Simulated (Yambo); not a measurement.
Cs2NaInF6 (space group Fm-3m, No. 225), G0W0@LDA in Yambo; all else as in the reference (2×2×2 Γ-centred k mesh, bands 2 to 331 and a 8 Ry block in the screening, 331 bands in G with the Bruneval-Gonze terminator, plasmon pole fitted at 27.2 eV). One parameter is varied: the cutoff of the wavefunctions in Yambo, over 10, 20, 30, 50, 88 Ry.

From which value on does the gap L → Γ stay within 0.05 eV of the largest setting?

From 30 Ry on.
```
cutoff of the wavefunctions in Yambo (Ry)  G0W0 gap (eV)  valence shift (eV)
-----------------------------------------  -------------  ------------------
10                                                  8.43               -1.35
20                                                  8.80               -1.87
30                                                  8.85               -2.00
50                                                  8.87               -2.03
88                                                  8.87               -2.03
```
The last step of the sweep still moves the gap by 3 meV; the other settings are held fixed.

The standard potential for In keeps a d shell in the valence without the s and p states of that shell. In tests on such compounds this moved G0W0 gaps by up to about 0.9 eV, so absolute quasiparticle energies here are unreliable; differences between settings are what counts.

Spin-orbit coupling is not included.

Geometry of the Materials Project entry, not relaxed at this level; primitive cell a = 6.2744 Å, b = 6.2744 Å, c = 6.2744 Å, α = 60.00°, β = 60.00°, γ = 60.00°.

A shift is the quasiparticle energy of the state minus its LDA energy.
